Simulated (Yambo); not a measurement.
Yambo run on Ba$_{2}$MgWO$_{6}$ (space group Fm-3m, No. 225). The wavefunctions come from this Quantum ESPRESSO step (LDA, PseudoDojo standard norm-conserving files, scalar-relativistic):

```
&CONTROL
  calculation = 'nscf'
  pseudo_dir = './pseudo'
  outdir = './out'
/
&SYSTEM
  ibrav = 0
  nat = 10
  ntyp = 4
  ecutwfc = 84.0
  ecutrho = 336.0
  occupations = 'fixed'
  force_symmorphic = .true.
  nbnd = 217
/
&ELECTRONS
  conv_thr = 1e-08
  diago_full_acc = .true.
  diago_thr_init = 1e-08
/
ATOMIC_SPECIES
O 15.9990 O.upf
Mg 24.3050 Mg.upf
Ba 137.3270 Ba.upf
W 183.8400 W.upf
CELL_PARAMETERS angstrom
  0.000000000000   4.118180000000   4.118180000000
  4.118180000000   0.000000000000   4.118180000000
  4.118180000000   4.118180000000   0.000000000000
ATOMIC_POSITIONS crystal
O   0.761320000000   0.761320000000   0.238680000000
O   0.238680000000   0.238680000000   0.761320000000
O   0.238680000000   0.761320000000   0.761320000000
O   0.761320000000   0.238680000000   0.238680000000
O   0.761320000000   0.238680000000   0.761320000000
O   0.238680000000   0.761320000000   0.238680000000
Mg   0.500000000000   0.500000000000   0.500000000000
Ba   0.750000000000   0.750000000000   0.750000000000
Ba   0.250000000000   0.250000000000   0.250000000000
W   0.000000000000   0.000000000000   0.000000000000
K_POINTS automatic
2 2 2 0 0 0
```

Yambo input:

```
rim_cut
gw0
dyson
el_el_corr
HF_and_locXC
ppa
em1d
RandQpts= 1000000
RandGvec= 1 Ry
EXXRLvcs= 84 Ry
VXCRLvcs= 336 Ry
Chimod= "HARTREE"
% BndsRnXp
 3 | 214 |
%
NGsBlkXp= 7 Ry
% LongDrXp
 1.0 | 1.0 | 1.0 |
%
PPAPntXp= 27.2114 eV
% GbndRnge
 1 | 214 |
%
GTermKind= "BG"
DysSolver= "n"
ExtendOut
% QPkrange
 1 | 1 | 40 | 41 |
 3 | 3 | 40 | 41 |
%
```

k points by index: 1 = Γ, 3 = X.

The o-*.qp file then holds:

```
#    K-point    Band    Eo [eV]    E [eV]    E-Eo [eV]    Vxc [eV]    Vnlxc [eV]    Sc|Eo [eV]    Sc|E [eV]    dSc/dw|Eo [eV]    Re(Z)    Im(Z)
#
    1    40    0.000000    -0.459782    -0.459782    -19.57383    -24.71092    4.541391    4.677311    -8.041816    0.771881    -0.001436
    1    41    2.966217    4.289935    1.323718    -17.06082    -11.91438    -3.508133    -3.822730    -6.466404    0.807988    -0.001713
    3    40    -0.047504    -0.512491    -0.464987    -19.45229    -24.56325    4.508787    4.645978    -8.026072    0.772226    -0.001480
    3    41    2.689842    4.041524    1.351683    -16.36136    -10.78947    -3.913508    -4.220207    -6.173783    0.815072    -0.001274
```
(The two width columns are left out.) Convergence of these settings isn't established.

Spin-orbit coupling is not included.

Geometry of the Materials Project entry, not relaxed at this level.
